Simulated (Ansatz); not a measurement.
Ti3InC:
```
Ti3InC
1.0
    4.23141     0.00000     0.00000
    0.00000     4.23141     0.00000
    0.00000     0.00000     4.23141
Ti In C
3 1 1
Direct
  0.50000   0.50000   0.00000
  0.00000   0.50000   0.50000
  0.50000   0.00000   0.50000
  0.00000   0.00000   0.00000
  0.50000   0.50000   0.50000
```

This is the r²SCAN-relaxed structure.

**Question.** All from r²SCAN in the plane-wave PAW code Ansatz, unless another level is named. Give the electronic character.

**Answer.** metallic (no gap).

**Question.** And the formation energy from the elements (no fitted shifts)?

**Answer.** -0.64 eV/atom.

**Question.** What about the density of states at the Fermi level?

**Answer.** 0.63 states/eV per atom (mean over ±0.08 eV).

Space group Pm-3m (anti-perovskite). The workflow started from a Materials Project entry (that database holds measured and hypothetical structures alike); the Crystallography Open Database copy checked does not list it. Its standing as an ambient phase is unchecked. Symmetry was held in the r²SCAN relaxation; its stability against distortions is not shown here. The run is not spin-polarised. The references are the lowest solids computed at this level, not always the standard phases. Spin–orbit coupling is left out wherever it is not named.

Potentials: the later of the program's two PAW sets.
